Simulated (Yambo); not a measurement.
G0W0@PBEsol for KF (rock salt, space group Fm-3m, No. 225) in Yambo. Reference settings: 4×4×4 Γ-centred k mesh, 140 bands and a 14 Ry block in the screening, 140 bands in G with the Bruneval-Gonze terminator, plasmon pole fitted at 27.2 eV. The PBEsol gap Γ → Γ on this mesh is 6.18 eV; G0W0 gaps are taken between the same points.

The settings were changed. The gap went from 10.02 eV to 10.09 eV, and the shift of the valence edge from -2.71 eV to -2.79 eV.

Q: What was changed between the two runs?
A) 86 bands in W, 86 bands in G
B) no random integration
C) 46 bands in G
D) no terminator

A: C, 46 bands in G. The others gave (gap, valence shift): no terminator: 9.87, -2.52 eV; 86 bands in W, 86 bands in G: 10.01, -2.67 eV; no random integration: 9.85, -2.43 eV.

Geometry relaxed with PBEsol; primitive cell a = b = c = 3.7490 Å, α = β = γ = 60.00°.

A shift is the quasiparticle energy of the state minus its PBEsol energy.
